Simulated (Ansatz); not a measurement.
Values for one crystal, relaxed and computed with plane-wave PAW r²SCAN (Ansatz code); other levels are named.

| Item | Result |
|---|---|
| Volume per atom | 13.30 Å³ |
| Electronic character | metallic (no gap) |
| Formation energy from the elements (no fitted shifts) | -0.41 eV/atom |
| Density of states at the Fermi level | 0.76 states/eV per atom (mean over ±0.08 eV) |

Task: Which of these materials gives this?
(A) ScAu2, MoSi2 or CaC2 type
(B) ZnNi, L1₀ or tetragonal B2
(C) ScInNi4, F-43m (Sc on 4d, In on 4a, Ni on 16e)
(D) LaGa, Cmcm (La on 4c, Ga on 4c)

Result: C, ScInNi4, F-43m (Sc on 4d, In on 4a, Ni on 16e)

The first step of the workflow began from a Materials Project structure, measured or hypothetical; the Crystallography Open Database copy checked does not list it. With Sc and In taken as one species the cell has the higher symmetry Fd-3m, so it may be an ordered model of a mixed-site phase. Its standing as an ambient phase is unchecked. The r²SCAN relaxation kept the symmetry of its start; its stability against distortions is not shown here. No spin polarisation was allowed. The references are the lowest solids computed at this level, not always the standard phases. Spin–orbit coupling is left out wherever it is not named.

Potentials: the later of the program's two PAW sets.
